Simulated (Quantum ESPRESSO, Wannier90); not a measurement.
# Wannierisation of Mg3ZnO4 (P4/mmm)

```xyz
8
Lattice="3.0262 0.0000 0.0000 0.0000 3.0262 0.0000 0.0000 0.0000 8.5532" Properties=species:S:1:pos:R:3 pbc="T T T"
Mg     1.5131     1.5131    -2.1346
Mg     1.5131     1.5131     2.1346
Mg     0.0000     0.0000     4.2766
Zn     0.0000     0.0000     0.0000
O      0.0000     0.0000     2.1647
O      0.0000     0.0000    -2.1647
O      1.5131     1.5131     0.0000
O      1.5131     1.5131     4.2766
```

Materials Project entry mp-1222124; symmetrised, unrelaxed at this level. Not found in the COD (Crystallography Open Database) copy used; not checked further. Method: LDA plane waves in Quantum ESPRESSO 7.5 (PseudoDojo norm-conserving files, 68 Ry, no spin polarisation, no spin-orbit coupling), Bloch states on a 6×6×4 mesh through Γ, Wannier90 4.0.1. Density: 10×10×4 mesh, cold smearing 0.01 Ry.

Bands 17-37 form an isolated set from -17.68 to 0.00 eV relative to the valence-band maximum (on the path) and are turned into 21 Wannier functions by minimising the spread from the start: SCDM (isolated).

Where do the functions sit, how wide are they and what are they made of?


```csv
functions,spread (Å²),"nearest atom, distance (Å)","second atom, distance (Å)",weight on atomic waves
1,0.37,Zn 0.00,O 2.14,Zn 3d 100 %
4,0.38,Zn 0.00,O 2.14,Zn 3d 100 %
2,0.71,O 0.35,Mg 1.82,"O 2p 68 %, O 2s 24 %, Mg 3s 5 %"
4,0.72,O 0.35,Mg 1.86,"O 2p 68 %, O 2s 23 %, Mg 3s 6 %"
2,0.74,O 0.35,Mg 1.86,"O 2p 67 %, O 2s 24 %"
4,0.71,O 0.35,Mg 1.87,"O 2p 68 %, O 2s 23 %, Mg 3s 5 %"
2,0.83,O 0.35,Zn 1.86,"O 2p 66 %, O 2s 22 %, Zn 4s 7 %"
2,0.79,O 0.39,Zn 1.77,"O 2p 67 %, O 2s 22 %, Zn 4s 6 %"
```

Ω_I = 11.66 Å², Ω_total = 13.78 Å²; the interpolated bands follow pw.x to 2.3 meV rms on the path. It is the lowest total spread that any start reached here.
